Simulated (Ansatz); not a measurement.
Moving the Hubbard U on Ta d in Ta4O

```
CELL_PARAMETERS angstrom
3.25750 0.00000 0.00000
0.00000 3.25750 0.00000
0.00000 0.00000 7.40934
ATOMIC_POSITIONS crystal
Ta 0.00000 0.00000 0.00000
Ta 0.50000 0.50000 0.21684
Ta 0.50000 0.50000 0.78316
Ta 0.00000 0.00000 0.50000
O 0.50000 0.50000 0.50000
```

The cell comes from a database or a generator and needn't be the stable form of this composition.

Kept alike: task band structure; functional PBEsol; k mesh 8 × 8 × 4; occupations fermi-dirac, width 0.05 eV; no spin polarisation. Program: Ansatz, Ansatz PAW, cutoff 420 eV. The mesh is that of the run's cell of 5 atoms. No spin-orbit coupling.

| run | pressure (GPa) |
| --- | --- |
| A | -6.35 |
| B | -0.35 |
| C | -7.26 |
| D | 12.40 |
| E | -2.61 |
| F | -4.12 |
| G | -8.07 |
| H | -5.32 |

Pressure is positive in compression, with a Pulay correction for the finite cutoff. U acts here on a shell without spin polarisation. For a metal such a mesh leaves the last digits unconverged. How U acts hangs on the program's projectors. All rows use potentials made for PBE. U is the effective U - J on orthogonalised atomic projectors. Double counting: fully localised limit (the default).

Question: The runs differ in the Hubbard U on Ta d alone: 0; 1; 2; 3; 4; 5; 6; 8 eV. Which run is which?

Answer: Run A is 2 eV; run B is 6 eV; run C is 1 eV; run D is 8 eV; run E is 5 eV; run F is 4 eV; run G is 0 eV; run H is 3 eV. The pressure rises from -8.07 to 12.40 GPa between 0 and 8 eV. Its step between 6 and 8 is the steepest for its width, which can mark a change of electronic state.
